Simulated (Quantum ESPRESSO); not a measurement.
# InPt5CuW: input and log of a self-consistent run

A calculation, not a measurement. The program is pw.x of Quantum ESPRESSO 7.5 (plane-wave density functional theory). The cell is made up: eight metal atoms on a hexagonal close-packed lattice, with elements, volume, strain and displacements drawn at random and not relaxed, so it may be unstable or far from any real phase. PseudoDojo standard norm-conserving files set the functional (PBE unless stated); there is no spin polarisation or spin-orbit coupling, the Fermi-Dirac width of 0.25 eV means electrons at about 2900 K, and the masses in the input are unused placeholders. The copper pseudopotential is less sure than most, with forces differing by about three percent and pressure by about two GPa from a second method on plain copper. Heavy elements are run without spin-orbit coupling, which real alloys of them have. A spin test at this wide smearing found no moment, but such smearing suppresses magnetism that the real alloy may have.

Input:

```
&control calculation='scf', pseudo_dir='./dojo.nc.sr.pbe.v0_5.standard.upf', outdir='./o', disk_io='minimal', tprnfor=.true., tstress=.true. /
&system ibrav=0, nat=8, ntyp=4, nbnd=84, ecutwfc=92.02030273, nosym=.true., tot_charge=0,
 occupations='smearing', smearing='fd', degauss=0.0183746611
/
&electrons conv_thr=1.470e-08, electron_maxstep=70, mixing_beta=0.5 /
ATOMIC_SPECIES
Cu 1.0 Cu.upf
In 1.0 In.upf
Pt 1.0 Pt.upf
W 1.0 W.upf
CELL_PARAMETERS angstrom
4.3337 -2.4513 -0.0217
-2.8557 0.0166 -4.7188
2.8942 4.9113 -0.0407
ATOMIC_POSITIONS angstrom
In 0.074 0.0337 -0.0691
Pt 1.4409 2.4692 0.0183
Pt -0.0405 1.6987 -2.3455
Cu 1.5137 4.0565 -2.3554
Pt 2.8214 0.0721 -0.0017
W 4.3583 2.4807 -0.0565
Pt 1.4958 -0.8276 -2.3362
Pt 2.9587 1.7185 -2.2994
K_POINTS automatic
5 5 4 1 1 1
```

The log is shortened where brackets say so; the opening notice, blank lines, dates and the lines on written files are dropped, and the path of the files is cut. It prints rydbergs, bohrs and kilobars, and counts compression as positive stress. Its total energy is the free energy E - TS of the whole cell.

```
     Program PWSCF v.7.5
     Parallel version (MPI & OpenMP), running on       4 processor cores
     Number of MPI processes:                 4
     Threads/MPI process:                     1
     [start-up lines left out]
     bravais-lattice index     =            0
     lattice parameter (alat)  =       9.4089  a.u.
     unit-cell volume          =     907.6548 (a.u.)^3
     number of atoms/cell      =            8
     number of atomic types    =            4
     number of electrons       =       136.00
     number of Kohn-Sham states=           84
     kinetic-energy cutoff     =      92.0203  Ry
     charge density cutoff     =     368.0812  Ry
     scf convergence threshold =      1.5E-08
     mixing beta               =       0.5000
     number of iterations used =            8  plain     mixing
     Exchange-correlation= PBE
                           (   1   4   3   4   0   0   0)
     [axes and pseudopotential details left out]
   Cartesian axes
     site n.     atom                  positions (alat units)
         1        In     tau(   1) = (   0.0148625   0.0067684  -0.0138783  )
         2        Pt     tau(   2) = (   0.2893963   0.4959243   0.0036754  )
         3        Pt     tau(   3) = (  -0.0081342   0.3411739  -0.4710799  )
         4        Cu     tau(   4) = (   0.3040177   0.8147242  -0.4730682  )
         5        Pt     tau(   5) = (   0.5666616   0.0144809  -0.0003414  )
         6        W      tau(   6) = (   0.8753389   0.4982340  -0.0113477  )
         7        Pt     tau(   7) = (   0.3004226  -0.1662186  -0.4692120  )
         8        Pt     tau(   8) = (   0.5942375   0.3451506  -0.4618210  )
     number of k points=    50  Fermi-Dirac smearing, width (Ry)=  0.0184
                       cart. coord. in units 2pi/alat
        k(    1) = (   0.1385517   0.0435070  -0.1892088), wk =   0.0400000
        k(    2) = (   0.2456046   0.2333355  -0.2533267), wk =   0.0400000
     [further k points left out]
     Dense  grid:   108239 G-vectors     FFT dimensions: (  60,  64,  72)
     Estimated max dynamical RAM per process >     449.49 MB
     Estimated total dynamical RAM >       1.68 GB
     Initial potential from superposition of free atoms
     starting charge     135.9945, renormalised to     136.0000
     Starting wfcs are   79 randomized atomic wfcs +    5 random wfcs
     total cpu time spent up to now is        5.3 secs
     per-process dynamical memory:   356.6 Mb
     Self-consistent Calculation
     iteration #  1     ecut=    92.02 Ry     beta= 0.50
     Davidson diagonalization with overlap
     ethr =  1.00E-02,  avg # of iterations =  3.0
     total cpu time spent up to now is       19.3 secs
     total energy              =   -1968.34209576 Ry
     estimated scf accuracy    <       2.58878963 Ry
     iteration #  2     ecut=    92.02 Ry     beta= 0.50
     Davidson diagonalization with overlap
     ethr =  1.90E-03,  avg # of iterations =  3.0
     total cpu time spent up to now is       33.8 secs
     total energy              =   -1969.20993634 Ry
     estimated scf accuracy    <       7.80158310 Ry
     iteration #  3     ecut=    92.02 Ry     beta= 0.50
     Davidson diagonalization with overlap
     ethr =  1.90E-03,  avg # of iterations =  2.0
     total cpu time spent up to now is       46.7 secs
     total energy              =   -1969.70403264 Ry
     estimated scf accuracy    <       1.66323463 Ry
     iteration #  4     ecut=    92.02 Ry     beta= 0.50
     Davidson diagonalization with overlap
     ethr =  1.22E-03,  avg # of iterations =  1.0
     total cpu time spent up to now is       57.5 secs
     total energy              =   -1969.71555374 Ry
     estimated scf accuracy    <       0.50742295 Ry
     iteration #  5     ecut=    92.02 Ry     beta= 0.50
     Davidson diagonalization with overlap
     ethr =  3.73E-04,  avg # of iterations =  2.0
     total cpu time spent up to now is       69.6 secs
     total energy              =   -1969.78854418 Ry
     estimated scf accuracy    <       0.21103711 Ry
     [iterations 6 to 10 left out]
     iteration # 11     ecut=    92.02 Ry     beta= 0.50
     Davidson diagonalization with overlap
     ethr =  2.47E-07,  avg # of iterations =  1.0
     total cpu time spent up to now is      138.1 secs
     total energy              =   -1969.80225538 Ry
     estimated scf accuracy    <       0.00022420 Ry
     iteration # 12     ecut=    92.02 Ry     beta= 0.50
     Davidson diagonalization with overlap
     ethr =  1.65E-07,  avg # of iterations =  1.2
     total cpu time spent up to now is      149.2 secs
     total energy              =   -1969.80227978 Ry
     estimated scf accuracy    <       0.00000337 Ry
     iteration # 13     ecut=    92.02 Ry     beta= 0.50
     Davidson diagonalization with overlap
     ethr =  2.48E-09,  avg # of iterations =  3.4
     total cpu time spent up to now is      162.7 secs
     total energy              =   -1969.80228025 Ry
     estimated scf accuracy    <       0.00000278 Ry
     iteration # 14     ecut=    92.02 Ry     beta= 0.50
     Davidson diagonalization with overlap
     ethr =  2.05E-09,  avg # of iterations =  1.6
     total cpu time spent up to now is      174.0 secs
     total energy              =   -1969.80228067 Ry
     estimated scf accuracy    <       0.00000030 Ry
     iteration # 15     ecut=    92.02 Ry     beta= 0.50
     Davidson diagonalization with overlap
     ethr =  2.23E-10,  avg # of iterations =  2.3
     total cpu time spent up to now is      186.1 secs
     End of self-consistent calculation
     [lines on levels left out]
!    total energy              =   -1969.80228071 Ry
     estimated scf accuracy    <       0.00000001 Ry
     smearing contrib. (-TS)   =      -0.10360955 Ry
     internal energy E=F+TS    =   -1969.69867115 Ry
     The total energy is F=E-TS. E is the sum of the following terms:
     one-electron contribution =    -618.33245451 Ry
     hartree contribution      =     391.49868021 Ry
     xc contribution           =    -357.28979979 Ry
     ewald contribution        =   -1385.57509706 Ry
     convergence has been achieved in  15 iterations
     Forces acting on atoms (cartesian axes, Ry/au):
     atom    1 type  2   force =    -0.02748466    0.01551586    0.02344290
     atom    2 type  3   force =     0.01668632    0.05745287   -0.00557205
     atom    3 type  3   force =     0.03043374    0.01127254   -0.03308833
     atom    4 type  1   force =    -0.00608976    0.00034714   -0.00822770
     atom    5 type  3   force =     0.02366086   -0.02301710    0.01846514
     atom    6 type  4   force =    -0.02546359   -0.04832493    0.00606416
     atom    7 type  3   force =     0.00354342   -0.00173261    0.01152248
     atom    8 type  3   force =    -0.01528634   -0.01151378   -0.01260659
     Total force =     0.111954     Total SCF correction =     0.000431
     Computing stress (Cartesian axis) and pressure
          total   stress  (Ry/bohr**3)                   (kbar)     P=      -94.31
  -0.00060829  -0.00011014  -0.00002289          -89.48      -16.20       -3.37
  -0.00011014  -0.00053531   0.00013327          -16.20      -78.75       19.60
  -0.00002289   0.00013327  -0.00077962           -3.37       19.60     -114.69
     init_run     :      5.11s CPU      5.28s WALL (       1 calls)
     electrons    :    177.50s CPU    180.76s WALL (       1 calls)
     forces       :      2.23s CPU      2.24s WALL (       1 calls)
     stress       :      7.58s CPU      7.71s WALL (       1 calls)
     [timing details left out]
     PWSCF        :   3m12.49s CPU   3m16.11s WALL
     JOB DONE.
```

In other units: free energy -26800.525 eV for the cell, pressure -9.43 GPa, largest force component 1.477 eV/Å in size. The run took 198 s of wall time with four MPI processes on a shared machine (AMD EPYC, Zen 5, virtual cores), so the time is rough. A rerun of this cell at a higher cutoff and on a denser mesh moved values by no more than 0.007 eV in energy, 0.03 GPa in stress and 0.009 eV/Å in force, and a second program with other atomic files agreed on that cell to 2 % rms in force and 0.5 GPa in pressure.